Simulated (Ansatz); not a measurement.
LiTaO3:
```
CELL_PARAMETERS angstrom
      5.06508     0.00000     0.00000
      0.00000     8.55479     0.00000
      0.00000     0.00000     4.68602
ATOMIC_POSITIONS crystal
  Li 0.50000 0.00000 0.00000
  Li 0.00000 0.00000 0.50000
  Li 0.00000 0.50000 0.50000
  Li 0.50000 0.50000 0.00000
  Ta 0.55709 0.25000 0.55832
  Ta 0.44291 0.75000 0.44168
  Ta 0.94291 0.75000 0.05832
  Ta 0.05709 0.25000 0.94168
  O  0.88875 0.25000 0.30691
  O  0.11125 0.75000 0.69309
  O  0.61125 0.75000 0.80691
  O  0.38875 0.25000 0.19309
  O  0.79566 0.10302 0.79281
  O  0.20434 0.89698 0.20719
  O  0.70434 0.89698 0.29281
  O  0.29566 0.10302 0.70719
  O  0.29566 0.39698 0.70719
  O  0.70434 0.60302 0.29281
  O  0.20434 0.60302 0.20719
  O  0.79566 0.39698 0.79281
```

DFT-PBEsol in the program Ansatz with PAW potentials gives a gap of 2.62 eV without spin–orbit coupling, maximum at Γ, minimum at Γ.

Task: What happens when spin–orbit coupling is switched on?

Result: The gap goes up by 0.01 eV, to 2.63 eV; maximum at Γ, minimum at Γ.

Task: Give the electron effective mass with spin–orbit coupling.

Result: 0.68, 1.3, 1.3 mₑ (principal values).

Task: Give the hole effective mass with spin–orbit coupling.

Result: 1.3, 3.3, 9.4 mₑ (principal values).

Space group Pnma. The first step of the workflow began from a Materials Project structure, measured or hypothetical; the Crystallography Open Database copy checked does not list it. It is not the phase usual at ambient conditions (space group No. 161). The PBEsol relaxation kept the symmetry of its start; whether a distortion lowers the energy is not shown. No spin polarisation was allowed.

Potentials: the earlier of the program's two PAW sets.
